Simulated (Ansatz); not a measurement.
**Computed properties of CuAu3**

CuAu₃:
```
CuAu3
1.0
   -2.00133     2.00133     4.03268
    2.00133    -2.00133     4.03268
    2.00133     2.00133    -4.03268
Cu Au
1 3
Direct
  0.00000   0.00000   0.00000
  0.75000   0.25000   0.50000
  0.25000   0.75000   0.50000
  0.50000   0.50000   0.00000
```

Space group I4/mmm (No. 139); conventional cell a = 4.003 Å, b = 4.003 Å, c = 8.065 Å, α = 90.00°, β = 90.00°, γ = 90.00°.

Method: the program Ansatz at the r²SCAN level (PAW). The cell and atoms are relaxed at this level. Other levels are named where they apply.

Cell and energy:

```
Property                                                       Result
-----------------------------------------------------  --------------
Volume per atom                                              16.15 Å³
Density                                                   16.82 g/cm³
Formation energy from the elements (no fitted shifts)  -0.017 eV/atom
```

Electronic structure:

```
Quantity                                                                     Value
------------------------------------  --------------------------------------------
Electronic character                                             metallic (no gap)
Density of states at the Fermi level  0.27 states/eV per atom (mean over ±0.08 eV)
Gap with spin–orbit coupling                                       none (metallic)
```

Mechanics:

```
Property                             Result
----------------------------------  -------
Bulk modulus (Birch–Murnaghan fit)  155 GPa
Pressure derivative B′                  5.7
```

Charges:

```
Property                               Value
-------------  -----------------------------
Bader charges  Cu +0.43, Au -0.15 to -0.14 e
```

The first step of the workflow began from a Materials Project structure, measured or hypothetical; the Crystallography Open Database copy checked does not list it. COD files the formula under space group No. 221. Its standing as an ambient phase is unchecked. The cell was relaxed with r²SCAN under the symmetry of its start; its stability against distortions is not shown here. No spin polarisation was allowed. Axis ratios of metals converge slowly with the k-mesh, so a and c are less sure than the volume. The references are the lowest solids computed at this level, not always the standard phases. Spin–orbit coupling is left out wherever it is not named.

Potentials: the later of the program's two PAW sets.
